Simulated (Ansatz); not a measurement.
NbPS:
```cif
data_Nb4P4S4
_chemical_formula_sum 'Nb4 P4 S4'
_space_group_name_H-M_alt 'Immm'
_space_group_IT_number 71
_space_group_name_Hall '-I 2 2'
_cell_length_a 3.37178
_cell_length_b 4.66136
_cell_length_c 11.84838
_cell_angle_alpha 90.000
_cell_angle_beta 90.000
_cell_angle_gamma 90.000
loop_
_space_group_symop_operation_xyz
  'x, y, z'
  '-x, -y, -z'
  '-x, -y, z'
  'x, y, -z'
  'x, -y, -z'
  '-x, y, z'
  '-x, y, -z'
  'x, -y, z'
  'x+1/2, y+1/2, z+1/2'
  '-x+1/2, -y+1/2, -z+1/2'
  '-x+1/2, -y+1/2, z+1/2'
  'x+1/2, y+1/2, -z+1/2'
  'x+1/2, -y+1/2, -z+1/2'
  '-x+1/2, y+1/2, z+1/2'
  '-x+1/2, y+1/2, -z+1/2'
  'x+1/2, -y+1/2, z+1/2'
loop_
_atom_site_label
_atom_site_type_symbol
_atom_site_symmetry_multiplicity
_atom_site_Wyckoff_symbol
_atom_site_fract_x
_atom_site_fract_y
_atom_site_fract_z
_atom_site_occupancy
Nb1 Nb 4 j 0.00000 0.50000 0.12515 1
P1 P 4 h 0.50000 0.23708 0.00000 1
S1 S 4 i 0.00000 0.00000 0.21179 1
```
(The calculation used a cell of 6 atoms; values per cell refer to that cell.)

Relaxed with LDA.

Which orbitals make up the states near the Fermi level in DFT-LDA in the program Ansatz with PAW potentials?

Within 0.5 eV of the Fermi level: Nb 4d 66 %, S 3p 11 %, P 3p 10 %, outside the projected shells 6 %. Projections are on Löwdin-orthogonalised atomic valence shells; empty p or d shells of many metals are not among them.

Tabulate the density of states.

States/eV per cell of 6 atoms, in 0.25 eV bins, energy from the Fermi level.

```
E (eV)  total  Nb 4d  S 3p  P 3p
------  -----  -----  ----  ----
-7.85    0.10   0.02  0.01  0.06
-7.60    0.48   0.10  0.08  0.25
-7.35    1.31   0.26  0.40  0.47
-7.10    2.22   0.45  0.77  0.70
-6.85    2.88   0.55  1.24  0.74
-6.60    3.87   0.75  1.81  0.92
-6.35    3.47   0.72  1.59  0.83
-6.10    2.79   0.57  1.25  0.67
-5.85    2.46   0.53  1.08  0.60
-5.60    3.50   0.75  1.58  0.84
-5.35    3.20   0.77  1.35  0.76
-5.10    3.42   0.91  1.41  0.78
-4.85    3.61   1.07  1.29  0.92
-4.60    4.34   1.39  1.33  1.27
-4.35    4.28   1.38  1.39  1.23
-4.10    4.07   1.34  1.35  1.16
-3.85    5.59   1.85  1.79  1.64
-3.60    4.38   1.47  1.58  1.10
-3.35    5.14   1.69  1.74  1.41
-3.10    4.84   1.65  1.68  1.25
-2.85    5.50   1.85  2.16  1.21
-2.60    5.69   1.84  2.28  1.30
-2.35    4.84   1.76  1.73  1.12
-2.10    3.30   1.41  0.96  0.78
-1.85    2.00   0.86  0.43  0.64
-1.60    0.91   0.35  0.19  0.34
-1.35    0.45   0.16  0.15  0.12
-1.10    0.69   0.22  0.27  0.17
-0.85    1.30   0.47  0.53  0.21
-0.60    1.00   0.45  0.34  0.14
-0.35    1.57   0.86  0.30  0.19
-0.10    3.15   2.15  0.35  0.23
0.15     4.13   2.99  0.34  0.32
0.40     3.91   2.48  0.39  0.48
0.65     2.94   1.79  0.26  0.40
0.90     2.16   1.41  0.16  0.23
1.15     3.48   2.19  0.26  0.31
1.40     3.56   2.18  0.33  0.33
1.65     4.50   2.81  0.46  0.46
1.90     6.16   3.81  0.70  0.75
2.15     5.84   3.61  0.75  0.68
2.40     4.11   2.53  0.53  0.51
2.65     3.27   1.59  0.63  0.55
2.90     4.01   1.95  0.73  0.73
3.15     4.48   2.09  0.89  0.78
3.40     3.93   1.78  0.79  0.71
3.65     3.09   1.38  0.56  0.67
3.90     2.95   1.30  0.49  0.71
4.15     3.07   1.26  0.43  0.84
4.40     4.03   1.55  0.50  1.17
4.65     3.15   1.03  0.31  1.03
```

The workflow started from an entry of the Crystallography Open Database (COD). Whether it is the stable phase at ambient conditions was not checked. The LDA relaxation kept the symmetry of its start; whether a distortion lowers the energy is not shown. The run is not spin-polarised. Scalar-relativistic: spin–orbit coupling is off unless named, which matters more the heavier the elements.

Potentials: the later of the program's two PAW sets.
